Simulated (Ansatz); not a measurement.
SnO₂:
```yaml
crystal:
  lattice:
    - [4.76924, 0.00000, 0.00000]
    - [0.00000, 4.76924, 0.00000]
    - [0.00000, 0.00000, 3.21195]
  atoms:
    - { symbol: Sn, position: [0.50000, 0.50000, 0.50000] }
    - { symbol: Sn, position: [0.00000, 0.00000, 0.00000] }
    - { symbol: O, position: [0.30628, 0.30628, 0.00000] }
    - { symbol: O, position: [0.69372, 0.69372, 0.00000] }
    - { symbol: O, position: [0.80628, 0.19372, 0.50000] }
    - { symbol: O, position: [0.19372, 0.80628, 0.50000] }
```

This is the PBEsol-relaxed structure. x, y and z are the axes in which the lattice vectors are written.

All from plane-wave PAW PBEsol (Ansatz code), unless another level is named. Give the bulk modulus (Birch–Murnaghan fit).

185 GPa.

What about the elastic constants (relaxed ions, GPa)?

C11 = 230, C12 = 162, C13 = 143, C33 = 404, C44 = 89.5, C66 = 191.

Space group P4_2/mnm (rutile). The cell was relaxed with PBEsol under the symmetry of its start. Scalar-relativistic: spin–orbit coupling is off unless named, which matters more the heavier the elements.

Potentials: the later of the program's two PAW sets.
